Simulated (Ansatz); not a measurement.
Starting cell, KTaO3 (cubic perovskite):

```xyz
5
Lattice="4.0244 0.0000 0.0000 0.0000 4.0244 0.0000 0.0000 0.0000 4.0244" Properties=species:S:1:pos:R:3 pbc="T T T"
K      0.0000     0.0000     0.0000
Ta     2.0122     2.0122     2.0122
O      0.0000     2.0122     2.0122
O      2.0122     2.0122     0.0000
O      2.0122     0.0000     2.0122
```

In each cell atom 1 (K, nearest neighbour O at 2.846 Å; its periodic images, 4.0 Å or more away, move with it) moves by s·(-0.707, -0.707, 0.000) (towards the nearest neighbour), the rest being held.

Computed with PBE (plane waves to 420 eV, PAW, scalar-relativistic; Ansatz, an electronic-structure program). k mesh 7×7×7 (Γ-centred), Fermi-Dirac smearing 0.05 eV. The energy includes the smearing's −TS. KTaO3 is run without spin polarisation. KTaO3 was relaxed with its symmetry unable to fall. Spin-orbit coupling is left out, though Ta is heavy. The zero of ΔE is the undisplaced structure.

```csv
s (Å),ΔE (meV/cell)
-0.280,156.7
-0.224,98.1
-0.168,withheld
-0.112,23.8
-0.056,5.9
0.000,0.0
0.056,5.9
0.112,23.8
0.168,withheld
0.224,98.1
0.280,156.7
```

Problem. Fit an even polynomial form (powers 2, 4) to the given rows and predict ΔE at s = 0.168.

Solution. Least squares on the 9 given rows: ΔE = (1878)·s² + (1544)·s⁴, in meV/cell with s in Å; root-mean-square residual 0.01 meV/cell. At 0.168 the fit gives 54.2 meV/cell; the calculation gives 54.3 meV/cell, so the interpolation is off by -0.1 (-0.2 %). The quadratic term alone would give 53.0 meV/cell.

(A displaced cell: forces are minus the slopes of the energy, force constants its curvatures, and phonons follow from these.)
